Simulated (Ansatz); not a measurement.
Given:

AlN (wurtzite)

```xyz
4
Lattice="3.1298 0.0000 0.0000 -1.5649 2.7105 0.0000 0.0000 0.0000 5.0173" Properties=species:S:1:pos:R:3 pbc="T T T"
Al     1.5649     0.9035     0.0169
Al     0.0000     1.8070     2.5256
N      1.5649     0.9035     3.1199
N      0.0000     1.8070     0.6113
```

E(V) scan at fixed shape, V₀ the volume above. The atoms relax within the cell's symmetry.

Computed with PBE (plane waves to 420 eV, PAW, scalar-relativistic; Ansatz, a program for electronic structure). k mesh 12×12×7 (Γ-centred), Fermi-Dirac smearing 0.05 eV. Energies are smeared free energies. Stress and pressure are positive under compression. With the shape held, the modulus is that of even scaling; a crystal free to change shape is softer. AlN was relaxed with its symmetry unable to fall. The PAW data are Ansatz's earlier set. ΔE is measured from the relaxed starting cell.

The scan covers V/V₀ from 0.840 to 1.160 in 13 points.

Q: What is the fitted pressure derivative B₀′?

A: 3.9.

Q: What bulk modulus at fixed cell shape B₀ follows from a third-order Birch-Murnaghan fit?

A: 193 GPa.

(Under strain, the slope of the energy per volume gives the stress and its curvature an elastic modulus.)
